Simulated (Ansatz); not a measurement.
A trial structure of YOsC4N4 was built thus: two interpenetrating cyanide-bridged diamond nets (P-43m, No. 215). The dimensions are guesses.

```xyz
10
Lattice="6.0922 0.0000 0.0000 0.0000 6.0922 0.0000 0.0000 0.0000 6.0922" Properties=species:S:1:pos:R:3 pbc="T T T"
Y     3.0461    3.0461    3.0461
Os    0.0000    0.0000    0.0000
C     1.0947    1.0947    1.0947
C     1.0947    4.9975    4.9975
C     4.9975    1.0947    4.9975
C     4.9975    4.9975    1.0947
N     1.7702    1.7702    1.7702
N     1.7702    4.3220    4.3220
N     4.3220    1.7702    4.3220
N     4.3220    4.3220    1.7702
```

All numbers below come from DFT PBE, scalar-relativistic, plane waves, PAW in Ansatz 0.2.0. Cutoff 420 eV, Gaussian smearing, Γ-centred meshes. Cell and atoms relax first on a coarse mesh and then on a converged one. In between, the cell is made exact in the group found at 0.06 Å. The steps can't lower the symmetry of their start. Collinear spin, starting moments Os 1.0 μB.

A guess keeps its type if space group and coordination stay and the shape of the cell changes little (axis ratios within about 15 %, angles within 6°); the volume may change.

Q: Does it keep its structure type, or change into something else?

A: It keeps its type. The symmetry stays P-43m (No. 215). The volume per atom grows by 5.5 %, from 22.6 to 23.9 Å³. The shortest distance goes from 1.17 Å (C–N) to 1.19 Å (C–N). Counting neighbours within 15 % of an atom's shortest distance, the start has C 1, N 1, Os 4, Y 4 and the end C 1, N 1, Os 4, Y 4.

The last run used collinear spin, a 6×6×6 mesh for its 10-atom cell and Gaussian smearing of 0.02 eV. These runs have no spin–orbit coupling, which can matter for Os. Another magnetic order may lie lower. Symmetry constrained the relaxation, so the result can be a saddle point.
